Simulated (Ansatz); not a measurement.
The elements of this relaxed trial crystal are hidden behind letters.

```
lattice vectors (Å)
   6.9539    0.0000    0.0000
  -3.4769    6.0222    0.0000
   0.0000    0.0000    3.5491
fractional positions
X 0.5000 0.0000 0.5000
X 0.5000 0.5000 0.5000
X 0.0000 0.5000 0.5000
Z 0.0000 0.0000 0.0000
Q 0.3333 0.6667 0.0000
Q 0.6667 0.3333 0.0000
```

Computed with DFT PBE, scalar-relativistic, plane waves, PAW in Ansatz. Cutoff 420 eV, Γ-centred 6×6×10 mesh (6-atom cell), Gaussian smearing of 0.10 eV, no spin polarisation.

```
Space group                               : P6/mmm (No. 191)
Conventional cell                         : a = 6.954 Å, c = 3.549 Å
Volume per atom                           : 24.77 Å³
Density                                   : 4.00 g/cm³
Energy over the elements                  : −0.66 eV/atom
Gap on the 6×6×10 mesh of the 6-atom cell : 0 eV (a metal)
```

Energies are uncorrected and count from the elements' standard states at the same level.

Q: X is an s-block element of period 3, Z is a p-block element of period 5 and Q is a p-block element of period 4. Which elements are they?

A: X = Mg, Z = Te, Q = Se, so the formula is Mg3TeSe2. Density times volume gives a mean mass of 4.00 × 24.77/1.6605 = 59.7 u per atom, and this set has 59.7 u. Mg is surrounded by 4 Se at 2.68 Å, 6 Mg at 3.48–3.55 Å and 4 Te at 3.90 Å; around Te lie 2 Te at 3.55 Å, 12 Mg at 3.90 Å and 6 Se at 4.01 Å; Se has 6 Mg at 2.68 Å, 2 Se at 3.55 Å, 3 Se at 4.01 Å and 3 Te at 4.01 Å. Other sets within the hints have nearly the same mass, so mass alone doesn't settle it; this one was computed.

Spin–orbit coupling, which can matter for Te, is left out. Symmetry constrained the relaxation, so the result can be a saddle point. Another cell of Mg3TeSe2 relaxed alike, in P-3m1, lies 0.41 eV/atom lower, so this cell isn't the stable form at this level.
